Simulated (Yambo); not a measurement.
A G0W0@PBEsol run in Yambo for NaCoO2 (space group R-3m, No. 166) under isotropic strain of -1.5 % on all lattice vectors (6×6×6 Γ-centred k mesh, bands 6 to 64 and a 7 Ry block in the screening, 64 bands in G with the Bruneval-Gonze terminator, plasmon pole fitted at 27.2 eV) gives these matrix elements, in eV, at the band edges ((0.333, 0.333, -0.5) → (0.167, 0.167, -0.5)):

```
state               E0    <Vxc>     <Σx>  <Σc(E0)>      Z
---------------  -----  -------  -------  --------  -----
valence edge     0.000  -28.018  -35.095     7.099  0.720
conduction edge  0.967  -27.188  -21.074    -4.617  0.729
```

Solve the linearised quasiparticle equation for both states, give the gap, and say how exchange and correlation each act on it.

E = E0 + Z(Σx + Σc − Vxc). Valence: 0.000 + 0.720 × (-35.095 + (7.099) − (-28.018)) = 0.02 eV. Conduction: 0.967 + 0.729 × (-21.074 + (-4.617) − (-27.188)) = 2.06 eV. The gap is 2.04 eV, against 0.97 eV in PBEsol. Replacing Vxc by bare exchange alone would open it by 13.19 eV; correlation takes back 11.72 eV of that, and Z scales what is left. Convergence of the G0W0 settings was not tested. The mesh misses a band edge: along a dense path the PBEsol gap is 0.83 eV against 0.97 eV on the mesh. The 3d shell has no Hubbard U; the runs are without spin polarisation, and magnetic order was not tried.

Geometry strained from the cell relaxed with PBEsol, atoms relaxed again; primitive cell a = b = c = 5.3000 Å, α = β = γ = 31.14°.

The structure is a Materials Project entry; no match was found in the copy of COD used, and its stability was not checked.
